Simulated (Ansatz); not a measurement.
Hf2P2O9 in space group C2/m (No. 12; Pearson symbol mS52), the program Ansatz at the r²SCAN level (PAW), all energies at zero smearing, with the estimated change up to a 700 eV cutoff added, with one set of potentials and settings (totals compare only within such a set). Cell of 26 atoms (4 Hf, 4 P, 18 O): -76237.820 eV.

```
element                            reference phase  E (eV/atom)
-------  -----------------------------------------  -----------
Hf                   P6_3/mmc, 2 atoms in the cell  -15733.0631
P                        Cmce, 4 atoms in the cell    -759.1646
O        C2/m, 4 atoms in the cell, spin-polarised    -566.0281
```

Formation energy per atom, worked out: (-76237.820 − 4×(-15733.0631) − 4×(-759.1646) − 18×(-566.0281))/26 = -3.092 eV/atom (-298 kJ per mol of atoms), at 0 K, without zero-point energy or fitted corrections.

The workflow started from a Materials Project entry (that database holds measured and hypothetical structures alike); the Crystallography Open Database copy checked does not list it. Whether it is the stable phase at ambient conditions was not checked. The r²SCAN relaxation kept the symmetry of its start; whether a distortion lowers the energy is not shown. No spin polarisation was allowed. The references are the lowest solids computed at this level, not always the standard phases (solids in place of the gases). Spin–orbit coupling is left out wherever it is not named.

Potentials: the later of the program's two PAW sets.
